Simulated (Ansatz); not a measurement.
A: Sn (beta-Sn type, space group I4_1/amd), a = 5.947 Å, b = 5.947 Å, c = 3.212 Å, α = 90.00°, β = 90.00°, γ = 90.00°
B: TiAl$_{3}$ (D022 type, space group I4/mmm), a = b = 3.8459 Å, c = 8.6199 Å, α = β = γ = 90.00°
C: Se (trigonal-Se type, space group P3_121), a = b = 4.5345 Å, c = 5.0415 Å, α = β = 90.00°, γ = 120.00°

Scan: energy against volume (even scaling of the relaxed cell, symmetry kept). All come from one method, each on a k mesh of its own. All were relaxed with their symmetry unable to fall. TiAl3 is run without spin polarisation.

Problem. Order them by bulk modulus at fixed cell shape (fitted) (lowest first) at the level PBE (plane waves to 420 eV, PAW, scalar-relativistic; Ansatz, a quantum-chemistry and plane-wave program).

Solution. C (13.8 GPa), A (47.5 GPa), B (106 GPa)

(A scan under strain: stresses follow from slopes of the energy per volume, elastic moduli from its curvatures.)
